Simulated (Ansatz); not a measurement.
# Cs₂AgSbBr₆: excitons and shallow donors from band masses and screening

The calculation used DFT r2SCAN, scalar-relativistic, plane waves, PAW (Ansatz).

Plane waves to 500 eV, a k mesh through Γ of 4×4×4 on the computed 10-atom cell and Gaussian smearing (0.02 eV); no spin polarisation.

Relaxed cell: Fm-3m, a = 11.242 Å, b = 11.242 Å, c = 11.242 Å, α = 90.00°, β = 90.00°, γ = 90.00°, 10 atoms in the primitive cell. Whether it is the stable form of this composition wasn't checked.

The calculation gives a Kohn–Sham gap of 1.13 eV, an electron mass of 0.278 mₑ and a hole mass of 0.357 mₑ (harmonic means over x, y, z and over the bands degenerate at each edge), and ε∞ = 5.38 (independent particles, mean of the diagonal). The masses depend on direction at the band edges, which the isotropic model averages.

Q: Estimate the binding energy and radius of a Wannier–Mott exciton and of a shallow donor, and say whether the hydrogenic model can hold.

A: The reduced mass is μ = mₙmₕ/(mₙ + mₕ) = 0.156 mₑ, with mₙ and mₕ the band masses. With E_b = 13.606 eV × μ/ε² and a = 0.529 Å × ε/μ (μ in mₑ) the exciton has E_b = 73 meV and a = 18.2 Å. For a donor μ is the electron mass: 131 meV and 10.2 Å. The radius isn't large against the shortest lattice vector (7.95 Å), so the continuum picture is doubtful and the numbers are only a scale. In a polar crystal the ions screen too, so a state bound more weakly than an optical phonon feels the larger static constant, which lowers the energy and widens the orbit. The other way, the small Kohn–Sham gap and the missing local fields make ε∞ too large and the masses tend to be too light, which underbinds. The edges lie at different points of the zone, so the exciton is indirect.

Spin-orbit coupling is left out, which matters for the bands of heavy elements.